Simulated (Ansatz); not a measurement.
A geometry of Sr₄As₂O away from equilibrium: step 2 of the relaxation of a relaxed Sr4As2O cell shaken by Gaussian noise of σ = 0.08 Å a coordinate. All values below come from PBE (plane waves to 420 eV, PAW, scalar-relativistic; Ansatz, an electronic-structure program). Γ-centred k-mesh 4×4×5 on the run's cell (coarser than for final values), Fermi–Dirac smearing 0.05 eV.

```
CELL_PARAMETERS angstrom
     -2.99848     3.14248     7.46176
      3.09228    -3.02343     7.45132
      3.02248     3.04743    -7.41254
ATOMIC_POSITIONS crystal
  As 0.50755 0.49892 0.00192
  As 0.75236 0.25368 0.49881
  O  0.00491 0.00261 0.00488
  Sr 0.33500 0.28734 0.41951
  Sr 0.89280 0.90707 0.57950
  Sr 0.68460 0.11658 0.00825
  Sr 0.09680 0.66039 0.96835
```

### Question
Which atoms carry the largest force, and which way does it point?

### Answer
0.49 eV/Å, on As1 (atoms numbered as listed); on As1 its components are (0.46, 0.02, 0.16).

### Question
What is the pressure?

### Answer
-0.2 GPa, compression positive.

### Question
How far above the relaxed end point is this geometry?

### Answer
0.22 eV/atom; the path ends in P1 (No. 1).

No spin polarisation in the result.

The end of the path is a generated cell of Sr4As2O: the first start was made by placing the elements on the sites of a structure type, and the end was not matched to a known phase here, so it may be hypothetical.
